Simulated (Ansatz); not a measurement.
**Computed properties of Mn3GeN**

Mn3GeN:
```cif
data_GeMn3N
_chemical_formula_sum 'Ge1 N1 Mn3'
_space_group_name_H-M_alt 'P 1'
_space_group_IT_number 1
_cell_length_a 3.76493
_cell_length_b 3.76493
_cell_length_c 3.76493
_cell_angle_alpha 90.000
_cell_angle_beta 90.000
_cell_angle_gamma 90.000
loop_
_space_group_symop_operation_xyz
  'x, y, z'
loop_
_atom_site_label
_atom_site_type_symbol
_atom_site_fract_x
_atom_site_fract_y
_atom_site_fract_z
_atom_site_occupancy
Ge1 Ge 0.00000 0.00000 0.00000 1
N1 N 0.50000 0.50000 0.50000 1
Mn1 Mn 0.50000 0.50000 0.00000 1
Mn2 Mn 0.50000 0.00000 0.50000 1
Mn3 Mn 0.00000 0.50000 0.50000 1
```
The run is spin-polarised; directions of the spins, atom by atom: 0 0 ↑ ↑ ↑.

Space group Pm-3m (No. 221), anti-perovskite; conventional cell a = 3.765 Å, b = 3.765 Å, c = 3.765 Å, α = 90.00°, β = 90.00°, γ = 90.00°.

Method: PBE (plane waves, PAW; program Ansatz). Structure relaxed to zero pressure with the same functional. Other levels are named where they apply.

Cell and energy:

* **Volume per atom**: 10.67 Å³
* **Density**: 7.82 g/cm³
* **Formation energy from the elements (no fitted shifts)**: -18 kJ/mol of atoms

Electronic structure:

* **Electronic character**: metallic (no gap)
* **Density of states at the Fermi level**: 0.83 states/eV per atom (mean over ±0.08 eV)

Magnetism:

- Magnetic order: ferromagnetic
- Net moment: 0.48 μB per atom

Mechanics:

Bulk modulus (Birch–Murnaghan fit): 226 GPa
Pressure derivative B′: 5.6

The start of the workflow was typed in or built on a structure type; neither database checked (COD, Materials Project) lists it. Whether it is the stable phase at ambient conditions was not checked. The cell was relaxed with PBE under the symmetry of its start; its stability against distortions is not shown here. The final state is ferromagnetic, the only order run, not a proven ground state. No Hubbard U is applied. Point labels and valley counts follow the cell and symmetry of the run, lower than the named group. The references are the lowest solids computed at this level, not always the standard phases (solids in place of the gases). Scalar-relativistic: spin–orbit coupling is off unless named, which matters more the heavier the elements.

Potentials: the earlier of the program's two PAW sets.
